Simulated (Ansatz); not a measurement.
GeAs:
Space group C2/m (No. 12); a = 14.9893 Å, b = 3.8003 Å, c = 9.2828 Å, α = 90.00°, β = 98.66°, γ = 90.00°

```tsv
atom	site	symmetry	x	y	z
Ge	4i	m	0.3745	0.0000	0.0731
Ge	4i	m	0.2515	0.0000	0.2163
Ge	4i	m	0.0694	0.0000	0.5883
As	4i	m	0.0288	0.0000	0.8369
As	4i	m	0.1471	0.5000	0.1938
As	4i	m	0.3355	0.0000	0.4628
```
(The calculation used a cell of 12 atoms; values per cell refer to that cell.)

Relaxed with LDA.

**Question.** Which orbitals make up the states near the band edges in plane-wave PAW LDA (Ansatz code)?

**Answer.** Top 1 eV of the valence band: As 4p 51 %, Ge 4p 34 %, As 4s 9 %. Bottom 1 eV of the conduction band: As 4p 39 %, Ge 4p 26 %, Ge 4s 21 %, As 4s 7 %, outside the projected shells 7 %. Projections are on Löwdin-orthogonalised atomic valence shells; empty p or d shells of many metals are not among them.

**Question.** Tabulate the density of states.

**Answer.** States/eV per cell of 12 atoms, in 0.25 eV bins, energy from the valence-band maximum.

```tsv
E (eV)	total	As 4p	Ge 4p	Ge 4s
-7.89	4.18	1.05	0.65	1.78
-7.64	4.19	1.09	0.64	1.76
-7.39	3.97	1.08	0.63	1.58
-7.14	3.47	0.91	0.57	1.28
-6.89	2.17	0.59	0.36	0.75
-6.64	1.84	0.54	0.27	0.65
-6.39	1.52	0.43	0.20	0.54
-6.14	1.58	0.49	0.18	0.57
-5.89	1.33	0.43	0.13	0.47
-5.64	0.91	0.30	0.10	0.30
-5.39	0.99	0.43	0.31	0.15
-5.14	2.71	1.39	1.12	0.11
-4.89	5.51	2.91	2.29	0.16
-4.64	7.19	3.79	2.87	0.28
-4.39	6.02	3.14	2.37	0.29
-4.14	5.38	2.87	2.06	0.24
-3.89	5.57	2.93	2.20	0.21
-3.64	7.35	3.96	2.88	0.23
-3.39	7.18	3.97	2.72	0.20
-3.14	7.17	4.00	2.68	0.19
-2.89	7.74	4.30	2.90	0.20
-2.64	8.23	4.55	3.11	0.20
-2.39	8.32	4.56	3.17	0.17
-2.14	8.61	4.84	3.11	0.19
-1.89	7.83	4.42	2.77	0.17
-1.64	6.87	3.83	2.43	0.14
-1.39	5.86	3.27	2.00	0.13
-1.14	4.53	2.47	1.55	0.10
-0.89	3.91	2.07	1.32	0.11
-0.64	1.94	1.00	0.66	0.06
-0.39	1.11	0.54	0.39	0.04
-0.14	0.57	0.27	0.20	0.02
0.11	0.00	0.00	0.00	0.00
0.36	0.37	0.15	0.07	0.09
0.61	2.26	0.87	0.55	0.51
0.86	4.97	1.93	1.29	1.04
1.11	6.80	2.63	1.94	1.30
1.36	6.99	2.75	2.14	1.15
1.61	7.55	2.98	2.44	1.07
1.86	6.29	2.50	2.12	0.76
2.11	7.00	2.66	2.63	0.68
2.36	7.82	2.89	3.08	0.66
2.61	8.23	2.93	3.40	0.59
2.86	7.73	2.68	3.30	0.50
3.11	7.04	2.47	2.99	0.40
3.36	7.70	2.71	3.31	0.37
3.61	7.09	2.43	3.02	0.32
3.86	7.16	2.27	3.18	0.27
4.11	6.85	2.21	2.97	0.27
4.36	7.95	2.45	3.54	0.30
4.61	8.37	2.38	3.80	0.26
4.86	7.34	2.05	3.24	0.23
```

The start of the workflow was typed in or built on a structure type; neither database checked (COD, Materials Project) lists it. Its standing as an ambient phase is unchecked. The cell was relaxed with LDA under the symmetry of its start; its stability against distortions is not shown here. The volume moved by -23 % from the start of the relaxation. A crystal of weakly bound layers computed without a dispersion correction: the cell and the soft elastic constants depend strongly on that. Spin–orbit coupling is left out wherever it is not named.

Potentials: the earlier of the program's two PAW sets. The files were generated under PBE; for other functionals the program regenerates the frozen cores, and for LDA and PBEsol the local potential too.
